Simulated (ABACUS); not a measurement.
Consider a self-consistent single point of Ta (Im-3m, 2 atoms in the cell; from Materials Project mp-50, changed as shown).

```
Ta
1.0
    3.24366     0.00000     0.00000
    0.00000     3.24366     0.00000
    0.00000     0.00000     3.24366
Ta
2
Direct
  0.00000   0.00000   0.00000
  0.50000   0.50000   0.50000
```

Level of theory: LDA (PW92), numerical atomic orbitals SZP (confined pseudo-atomic orbitals with Gaussian additions; energy shift 0.01 Ry), PseudoDojo 0.4 standard norm-conserving LDA (tails mended) pseudopotentials run with ABACUS 3.10.1.

ABACUS settings:

| key | value |
|---|---|
| basis | SZP numerical atomic orbitals, energy shift 0.01 Ry |
| KPT | Gamma 14 14 14 0 0 0 |
| basis_type | lcao |
| dft_functional | PWLDA |
| ecutwfc | 100 Ry |
| smearing_method | fd |
| smearing_sigma | 0.00367493 Ry |
| potentials | PseudoDojo 0.4 standard norm-conserving LDA (tails mended) |
| symmetry | 1 |
| ks_solver | genelpa |
| scf_nmax | 100 |
| scf_thr | 1.0e-06 |
| mixing_type | broyden |
| mixing_beta | 0.7 |

Results:

- Number of valence electrons: 26
- Number of bands: 23
- Number of k-points after the program's reduction: 120
- Size of the basis: 40
- Number of SCF iterations: 6
- Free energy E − TS: -3546.1894 eV
- Fermi level (on the code's own zero): 19.26 eV
- Pressure: 2.22 GPa

Stress (GPa, positive for compression):
```
2.22  0.00  0.00
0.00  2.22  0.00
0.00  0.00  2.22
```

For comparison: a first run was changed to give this one (lattice scaled by 0.98), and from it to this one the free energy goes down by 28.7 meV/atom and the pressure goes from -10.30 to 2.22 GPa.

The atom-centred basis is finite, which shifts total energies and pressures against plane waves. A single-zeta basis is rough, for pressures and forces above all. The structure comes from a collection of computed structures, made at another level of theory; the collection holds predicted forms beside known ones.

The atomic orbitals were generated for these runs; they are not ABACUS's published sets and were checked against plane waves on a few crystals only.

“Tails mended”: in these copies of the files the far tail of each local potential was reset to the Coulomb form.
